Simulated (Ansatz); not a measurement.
InAs (zinc blende)

```
InAs
1.0
    0.00000     6.18632     6.18632
    3.09316     0.00000     3.09316
    3.09316     3.09316     0.00000
As In
2 2
Cartesian
  4.63974   4.63974   4.63974
  4.63974   7.73291   7.73291
  0.00000   0.00000   0.00000
  0.00000   3.09316   3.09316
```

Scan: atom 3 (In, nearest neighbour As at 2.679 Å; its periodic images, 4.4 Å or more away, move with it) is displaced along Cartesian z, direction (0.000, 0.000, 1.000) in Cartesian axes, by s. The other atoms stay.

Computed with PBE (plane waves to 420 eV, PAW, scalar-relativistic; Ansatz, a quantum-chemistry and plane-wave program). k mesh 4×8×8 (Γ-centred), Fermi-Dirac smearing 0.05 eV. The energy includes the smearing's −TS. Compression counts positive. With partly filled bands, energies and forces of such displacements shift with the k mesh and the smearing. F∥ is the force on the atom along that direction. F⊥ is the part of the force across the line. At this level the bands of InAs touch or barely overlap; measurements give the solid a gap. InAs was relaxed with its symmetry unable to fall. ΔE is measured from the undisplaced structure.

```csv
s (Å),ΔE (meV/cell),|F⊥| (eV/Å),P (GPa),F∥ (eV/Å)
-0.800,1883,0.357,5.2,3.833
-0.640,1286,0.338,3.5,3.558
-0.480,760,0.283,2.1,2.973
-0.320,349,0.205,1.0,2.127
-0.160,89,0.109,0.3,1.105
0.000,0,0.000,0.0,0.000
0.160,88,0.126,0.3,-1.093
0.320,345,0.277,1.0,-2.094
0.480,747,0.446,2.2,-2.884
0.640,1254,0.628,3.9,-3.417
0.800,1826,0.831,5.7,-3.681
```

Derived quantities:

| Quantity | Result |
|---|---|
| Energy at s = 0.800 Å | 1826 meV/cell |
| Force along the line at s = -0.800 Å | 3.83 eV/Å |
| Symmetry of the curve | not even: the negative side lies higher at ±0.800 Å |
| Shape of the curve | a single well with its minimum at or next to zero displacement |
| Force constant k = d²E/ds² at s = 0 (finite differences) | 6.96 eV/Å² |
| Harmonic estimate at the end of the scan | ½ks² = 2227 meV/cell against the computed 1826 meV/cell, so the well is softer than harmonic there |

The 11 points together took roughly 7 core-minutes.

(A displaced cell: forces are minus the slopes of the energy, force constants its curvatures, and phonons follow from these.)
